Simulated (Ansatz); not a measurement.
## HPbNO4 and the effect of the functional

```cif
data_structure
_symmetry_space_group_name_H-M 'P2_1'
_symmetry_Int_Tables_number 4
_cell_length_a 6.4345
_cell_length_b 4.1109
_cell_length_c 8.3377
_cell_angle_alpha 90.000
_cell_angle_beta 112.111
_cell_angle_gamma 90.000
_cell_volume 204.33
loop_
_atom_site_label
_atom_site_type_symbol
_atom_site_symmetry_multiplicity
_atom_site_Wyckoff_symbol
_atom_site_fract_x
_atom_site_fract_y
_atom_site_fract_z
_atom_site_occupancy
H1 H 2 a 0.29356 0.09662 0.51195 1
Pb1 Pb 2 a 0.98504 0.60505 0.29264 1
N1 N 2 a 0.59230 0.36587 0.79290 1
O1 O 2 a 0.12824 0.09198 0.45672 1
O2 O 2 a 0.41419 0.46190 0.80564 1
O3 O 2 a 0.78042 0.46544 0.89401 1
O4 O 2 a 0.58396 0.16262 0.67325 1
```

The cell comes from a database or a generator and needn't be the stable form of this composition.

Kept alike: task band structure; k mesh 5 × 7 × 4; occupations fermi-dirac, width 0.05 eV; no spin polarisation. Program: Ansatz, Ansatz PAW, cutoff 420 eV. The mesh is that of the run's cell of 14 atoms. No spin-orbit coupling.

| functional | band gap (eV) | pressure (GPa) |
| --- | --- | --- |
| BLYP | 3.269 | 2.10 |
| PBE | 3.297 | -0.01 |
| RPBE | 3.360 | 2.63 |
| revPBE | 3.353 | 2.03 |

Pressure is positive in compression, with a Pulay correction for the finite cutoff. Spin-orbit coupling, left out here, moves the band edges of heavy atoms and can close or invert small gaps. Gaps are the smaller of the mesh's and the band path's. All rows use potentials made for PBE.

Task: What does the functional change here?

Result: The band gap runs from 3.269 (BLYP) to 3.360 eV (RPBE). From PBE: BLYP -0.028; RPBE +0.063; revPBE +0.056. The pressure runs from -0.01 (PBE) to 2.63 GPa (RPBE). From PBE: BLYP +2.11; RPBE +2.64; revPBE +2.04.
